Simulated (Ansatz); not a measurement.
This cell of ScAl₃ (Cu3Au type) is off equilibrium:

```
CELL_PARAMETERS angstrom
      4.10545     0.00000     0.00000
      0.00000     4.10545     0.00000
      0.00000     0.00000     4.10545
ATOMIC_POSITIONS crystal
  Al 0.00000 0.50000 0.50000
  Al 0.50816 0.50816 0.00816
  Al 0.50000 0.00000 0.50000
  Sc 0.00000 0.00000 0.00000
```

Level of theory: PBE (plane waves to 420 eV, PAW, scalar-relativistic; Ansatz, a program for electronic structure). k mesh 9×9×9 (Γ-centred), Fermi-Dirac smearing 0.05 eV. The energy includes the smearing's −TS. Compression counts positive. With partly filled bands, energies and forces of such displacements shift with the k mesh and the smearing. ScAl3 is run without spin polarisation. ScAl3 was relaxed with its symmetry unable to fall. The PAW data are Ansatz's earlier set.

Q: What forces act on the atoms (eV/Å, Cartesian)?

A: 
```
atom      Fx      Fy      Fz
----  ------  ------  ------
Al1    0.060   0.005   0.060
Al2   -0.207  -0.207  -0.151
Al3    0.005   0.060   0.060
Sc4    0.142   0.142   0.030
```

Q: In it atom 2 sits (0.033, 0.033, 0.033) Å away from its relaxed site. What is its energy relative to the relaxed cell?

A: 9 meV/cell.

(For displaced atoms, the force is minus the slope of the energy, and its curvature is a force constant, which sets phonon frequencies.)
